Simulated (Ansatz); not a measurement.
Theory: Ansatz, DFT PBE, scalar-relativistic, plane waves, PAW. Cutoff 420 eV, Γ-centred 8×8×8 mesh (8-atom cell), Gaussian smearing of 0.02 eV, no spin polarisation.

Energies over the elements count from the elements' standard structures at the same level, with no fitted energy shifts.

Q: Give a relaxed trial structure of a cubic semiconductor with formula Mg3CdS4, with a gap near 0.5 eV, a formation energy near −1.19 eV/atom and a density near 3.47 g/cm³, in a cell of 8 atoms.

A: Mg3CdS4, space group Pm-3m (No. 221). Mg is surrounded by 6 S at 2.66 Å; Cd is surrounded by 6 S at 2.66 Å; S on a site of symmetry 4/mmm has 2 Cd at 2.66 Å and 4 Mg at 2.66 Å; S on a site of symmetry m-3m is surrounded by 6 Mg at 2.66 Å.

```xyz
8
Lattice="5.3135 0.0000 0.0000 0.0000 5.3135 0.0000 0.0000 0.0000 5.3135" Properties=species:S:1:pos:R:3 pbc="T T T"
Mg    2.6567    0.0000    2.6567
Mg    2.6567    2.6567    0.0000
Mg    0.0000    2.6567    2.6567
Cd    0.0000    0.0000    0.0000
S     0.0000    2.6567    0.0000
S     2.6567    2.6567    2.6567
S     0.0000    0.0000    2.6567
S     2.6567    0.0000    0.0000
```

The volume per atom is 18.75 Å³. The density is 3.47 g/cm³ and the formation energy is −1.191 eV/atom. The gap on the 8×8×8 mesh of the 8-atom cell is 0.52 eV.

The cell was found from a structure generator's guess, not taken from experiment. The answer needn't be unique; the calculation gave this one.

Kohn–Sham gaps at this level usually fall short of measured ones. The reference form of S is held partly by dispersion forces, which this level lacks. A later test with randomly moved atoms came back to the same energy, though modes that don't fit the test's cell weren't probed.
